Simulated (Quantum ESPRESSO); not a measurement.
## Calculated data, TiAlGeO5F (made-up cell, one site empty)

Computed with Quantum ESPRESSO 7.5. Calculation on a made-up crystal cell, not a measurement, run twice, once with a planted mistake found by running each candidate: periodic Kohn-Sham density functional theory in plane waves with PseudoDojo standard norm-conserving scalar-relativistic pseudopotentials, each functional with its own files (v0.5 for PBE, v0.4.1 for LDA and PBEsol), no spin polarisation, no spin-orbit coupling, atoms not relaxed, stress positive in tension, energies less a fixed whole-eV offset for each atom's element; levels are Kohn-Sham levels at fractions of this cell's reciprocal vectors, counted from the reference band (half the neutral cell's valence electrons, rounded up) at Gamma; error bars cover cutoff and k-mesh only, not smearing or the files; each bar is the largest change over components, and at least 0.002 eV, 0.002 eV per angstrom or 0.02 GPa; a charged cell sits in a uniform background, with energy and stress on this program's zero of potential; no dispersion term; energies are for the whole cell, and the offsets were chosen from early runs and are not element reference energies; a distance is the largest change of any value in units of its error bar (the energy's for the smearing term), a scale change is of lengths, and a coarse mesh keeps the half-step shift.

```yaml
- formula: TiAlGeO5F
  kind: "made-up cell, one site empty"
  intended_structure:
    cell_angstrom:
      - [2.4214, 1.398, 4.4032]
      - [-2.4214, 1.398, 4.4032]
      - [0.0, -2.796, 4.4032]
    atoms_fractional:
      - [Ti, 0.14638, 0.12904, 0.15445]
      - [Ge, 0.6368, 0.64585, 0.67298]
      - [Al, 0.86217, 0.83826, 0.85082]
      - [O, 0.55269, 0.915, 0.29719]
      - [F, 0.24612, 0.54719, 0.94626]
      - [O, 0.93107, 0.21446, 0.57248]
      - [O, 0.41955, 0.09887, 0.73439]
      - [O, 0.75581, 0.42522, 0.06111]
      - [O, 0.06229, 0.73177, 0.45576]
  given:
    lattice_type: corundum
    empty_site: 1
    intended_functional: pbe
    "intended_cutoff [eV]": 1143
    "intended_fermi_dirac_smearing [eV]": 0.025
    "intended_scf_tolerance [eV]": 1.0e-07
    intended_electrons_removed: 0
    "healthy_free_energy_less_offsets [eV]": 8.783
    healthy_scf_iterations: 14
    "healthy_smearing_term_minus_ts [eV]": 0.0
    "healthy_pressure [GPa]": 4.55
    "healthy_stress_xx [GPa]": -1.27
    "healthy_stress_yy [GPa]": -4.02
    "healthy_stress_zz [GPa]": -8.37
    "healthy_stress_yz [GPa]": -9.32
    "healthy_stress_xz [GPa]": -3.69
    "healthy_stress_xy [GPa]": -2.6
    healthy_reference_band: 33
    "faulty_free_energy_less_offsets [eV]": 15.16
    faulty_scf_iterations: 14
    "faulty_smearing_term_minus_ts [eV]": 0.0
    "faulty_pressure [GPa]": -8.08
    "faulty_stress_xx [GPa]": 11.2
    "faulty_stress_yy [GPa]": 9.31
    "faulty_stress_zz [GPa]": 3.74
    "faulty_stress_yz [GPa]": -9.17
    "faulty_stress_xz [GPa]": -3.29
    "faulty_stress_xy [GPa]": -3.16
    faulty_reference_band: 33
    candidate_k_points_along_each_vector: 2
    "candidate_cutoff [eV]": 729
    "candidate_smearing [eV]": 0.87
    candidate_functional: lda
    "candidate_scf_tolerance [eV]": 0.8
    candidate_electrons_removed: -1
    "candidate_scale_change [percent]": 0.87
    candidate_first_exchanged_site: 6
    candidate_second_exchanged_site: 7
    intended_k_mesh: "6 x 6 x 6, shifted by half a step"
    structure_shown: "as intended, without the mistake"
    atom_site: [2, 3, 4, 5, 6, 7, 8, 9, 10]
    "atom_energy_offset [eV]": [-1614, -2430, -64, -452, -677, -452, -452, -452, -452]
    healthy_force_site: [2, 3, 4, 5, 6, 7, 8, 9, 10]
    "healthy_force_x [eV/angstrom]": [1.583, 2.513, -1.724, 1.104, -0.941, -2.355, 2.59, -1.369, -1.4]
    "healthy_force_y [eV/angstrom]": [-2.158, 2.654, -1.178, 2.008, -0.081, -0.417, -2.275, 1.684, -0.237]
    "healthy_force_z [eV/angstrom]": [-1.401, 1.536, -0.929, -2.145, 0.503, 1.676, 0.276, 0.246, 0.238]
    healthy_level_k_point: [Gamma, "(1/2,1/2,1/2)", "(0.15,0,0)", "(0,0.15,0)", "(0,0,0.15)"]
    "healthy_next_band_up [eV]": [3.078, 2.653, 3.024, 3.116, 3.049]
    faulty_force_site: [2, 3, 4, 5, 6, 7, 8, 9, 10]
    "faulty_force_x [eV/angstrom]": [1.479, 2.387, -1.644, 1.149, -0.86, -2.251, 2.65, -1.172, -1.738]
    "faulty_force_y [eV/angstrom]": [-2.122, 2.668, -0.983, 1.724, 0.018, -0.459, -2.541, 1.961, -0.268]
    "faulty_force_z [eV/angstrom]": [-1.294, 1.472, -0.865, -2.118, 0.344, 1.406, 0.368, 0.312, 0.376]
    faulty_level_k_point: [Gamma, "(1/2,1/2,1/2)", "(0.15,0,0)", "(0,0.15,0)", "(0,0,0.15)"]
    "faulty_next_band_up [eV]": [2.969, 2.561, 2.939, 3.03, 2.96]
    candidate_mistake: ["coarse kmesh", "low cutoff", "wide smearing", "wrong functional", "loose scf", "wrong charge", "cell scaled", "atoms exchanged"]
  results:
    fault_kind: "wrong functional"
    other_mistakes_compared: 7
    "distance_from_healthy [error bars]": 2583.0
    "distance_from_nearest_other_mistake [error bars]": 1519.0
    "healthy_error_bar_energy [eV]": 0.002469
    "healthy_error_bar_stress [GPa]": 0.03511
    "healthy_error_bar_force [eV/angstrom]": 0.002
    "healthy_error_bar_next_band_up [eV]": 0.002
```
